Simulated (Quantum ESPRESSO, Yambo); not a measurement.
**Quasiparticle gap of CuCl at -1.5 % isotropic strain**

Space group F-43m (No. 216); a = b = c = 5.2096 Å, α = β = γ = 90.00°

```
atom  site  symmetry       x       y       z
----  ----  --------  ------  ------  ------
Cl      4a      -43m  0.0000  0.0000  0.0000
Cu      4d      -43m  0.7500  0.7500  0.7500
```
(The calculation used a cell of 2 atoms; values per cell refer to that cell.)

The PBEsol cell relaxed from Materials Project entry mp-22914 was given an isotropic strain of -1.5 % on all lattice vectors, and the atoms were relaxed again.

Starting point: norm-conserving PBEsol (Quantum ESPRESSO, 92 Ry, without SOC). G0W0 in Yambo: 4×4×4 Γ-centred k mesh, bands 5 to 92 and a 10 Ry block in the screening, 92 bands in G with the Bruneval-Gonze terminator, plasmon pole fitted at 27.2 eV.

PBEsol gap along the band path: 0.64 eV
PBEsol gap between the mesh's edge points (Γ → Γ): 0.64 eV
G0W0 gap between the same points: 1.75 eV

```json
[
 {"k point": "Γ", "band": "VB", "E PBEsol (eV)": "0.00", "E QP (eV)": "-0.79", "shift (eV)": "-0.79", "Z": "0.75"},
 {"k point": "Γ", "band": "CB", "E PBEsol (eV)": "0.64", "E QP (eV)": "0.96", "shift (eV)": "0.32", "Z": "0.82"},
 {"k point": "L", "band": "VB", "E PBEsol (eV)": "-0.74", "E QP (eV)": "-1.57", "shift (eV)": "-0.84", "Z": "0.75"},
 {"k point": "L", "band": "CB", "E PBEsol (eV)": "2.96", "E QP (eV)": "3.45", "shift (eV)": "0.49", "Z": "0.82"},
 {"k point": "L", "band": "VB", "E PBEsol (eV)": "-0.74", "E QP (eV)": "-1.58", "shift (eV)": "-0.84", "Z": "0.75"},
 {"k point": "L", "band": "CB", "E PBEsol (eV)": "2.96", "E QP (eV)": "3.45", "shift (eV)": "0.49", "Z": "0.82"}
]
```

Energies count from the PBEsol valence-band maximum.

Convergence of the G0W0 settings was not tested.

The filled Cu 3d shell has no Hubbard U; semilocal functionals place it too high.
